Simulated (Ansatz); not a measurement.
A geometry of Cu away from equilibrium: the start of the relaxation of a generated cell, Cu built in the AFLOW prototype A_aP4_2_aci. Computed with PBEsol (plane waves to 420 eV, PAW, scalar-relativistic; Ansatz, an electronic-structure program). Γ-centred k-mesh 13×11×5 on the run's cell (coarser than for final values), Fermi–Dirac smearing 0.05 eV.

```xyz
4
Lattice="2.4700 0.0000 0.0000 0.2473 2.9141 0.0000 0.1075 0.4841 6.5361" Properties=species:S:1:pos:R:3 pbc="T T T"
Cu     0.0000     0.0000     0.0000
Cu     0.0538     0.2421     3.2680
Cu     1.2388     1.7923     1.6928
Cu     1.5860     1.6060     4.8432
```

Task: Give the Cartesian forces on all atoms (eV/Å).

Result: 
```tsv
atom	Fx	Fy	Fz
Cu1	0.00	0.00	0.00
Cu2	0.00	0.00	0.00
Cu3	0.93	-1.32	0.00
Cu4	-0.93	1.32	0.00
```

Task: What is the pressure?

Result: +2.3 GPa, compression positive.

Task: How much energy per atom can still be gained by relaxing?

Result: 0.20 eV/atom; the path ends in Fm-3m (No. 225) (fcc (Cu type)).

No spin polarisation in the result.

The run could not lose the symmetry of its start.
